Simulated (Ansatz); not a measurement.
YRh:
Space group Pm-3m (No. 221); a = 3.416 Å, b = 3.416 Å, c = 3.416 Å, α = 90.00°, β = 90.00°, γ = 90.00°

```tsv
atom	site	symmetry	x	y	z
Y	1b	m-3m	0.5000	0.5000	0.5000
Rh	1a	m-3m	0.0000	0.0000	0.0000
```

Relaxed with r²SCAN.

Task: Tabulate the valence density and the electron localisation function along the shortest Rh–Rh contact (3.42 Å), DFT-r²SCAN in the program Ansatz with PAW potentials.

Result: 

```
distance from Rh (Å)  density (e/Å³)   ELF
--------------------  --------------  ----
0.34                           10.31  0.75
0.51                            6.43  0.69
0.68                            3.33  0.55
0.85                            1.34  0.35
1.02                            0.56  0.21
1.20                            0.32  0.20
1.37                            0.23  0.28
1.54                            0.19  0.38
1.71                            0.18  0.43
1.88                            0.19  0.38
2.05                            0.23  0.28
2.22                            0.32  0.20
2.39                            0.56  0.21
2.56                            1.34  0.35
2.73                            3.33  0.55
2.90                            6.43  0.69
3.07                           10.31  0.75
```

The density is the valence pseudo-density with augmentation charge, so density and ELF within about 1 Å of a nucleus are not all-electron values.

The workflow started from an entry of the Crystallography Open Database (COD). Its standing as an ambient phase is unchecked. The cell was relaxed with r²SCAN under the symmetry of its start; whether a distortion lowers the energy is not shown. The run is not spin-polarised.

Potentials: the later of the program's two PAW sets.
